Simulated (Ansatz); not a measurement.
HfO2 (fluorite)

```xyz
3
Lattice="0.0000 2.5294 2.5294 2.5294 0.0000 2.5294 2.5294 2.5294 0.0000" Properties=species:S:1:pos:R:3 pbc="T T T"
Hf     0.0000     0.0000     0.0000
O      1.2647     1.2647     1.2647
O      3.7942     3.7942     3.7942
```

The slice is a {100} plane (indices of the conventional cell) through the point (0.750, 0.750, 0.750) (fractional), spanned by u = [100] and v = [0 1 -1] in vectors of this cell: u (3.58 Å) and v (3.58 Å, at 90° to u). It covers one period; positions are fractions (u, v).

Computed with r2SCAN (plane waves to 500 eV, PAW, scalar-relativistic; Ansatz, a program for electronic structure). k mesh 11×11×11. Inside the PAW spheres the values are not all-electron values, and peaks at nuclei hang on which shells count as valence. HfO2 is run without spin polarisation. HfO2 was relaxed with its symmetry unable to fall. Spin-orbit coupling is left out, though Hf is heavy. The PAW data are Ansatz's earlier set. This is a high-temperature form of HfO2.

Predict the map of the density of the lowest conduction band (whole band as if filled, smooth part) on the slice.


```
|..::--::......--**%%@@%%**--......::--::|
|----::..    ..::==******==::..    ..::--|
|::::..        ..::--==--::..        ..::|
|....            ....::....            ..|
|....              ......              ..|
|::....            ......            ....|
|==--::..        ..::::::..        ..::--|
|****==::..    ..::------::..    ..::==**|
|@@%%**--......::--::..::--::......--**%%|
|@@@@**==::....::--..  ..--::....::==**@@|
|@@%%**--......::--::..::--::......--**%%|
|****==::..    ..::------::..    ..::==**|
|==--::..        ..::::::..        ..::--|
|::....            ......            ....|
|....              ......              ..|
|....            ....::....            ..|
|::::..        ..::--==--::..        ..::|
|----::..    ..::==******==::..    ..::--|
|..::--::......--**%%@@%%**--......::--::|
|  ..--::....::==**@@@@@@**==::....::--..|
```
Scale: ten equal steps from 0.005 (start of ' ') to 0.145 (end of '@'), in the order ' .:-=+*#%@'. Values: density of the lowest conduction band (whole band as if filled, smooth part) in e/Å³. The map has 20 points along u (two characters each, u = 0 at the left) and 20 along v (v = 0 in the bottom row).
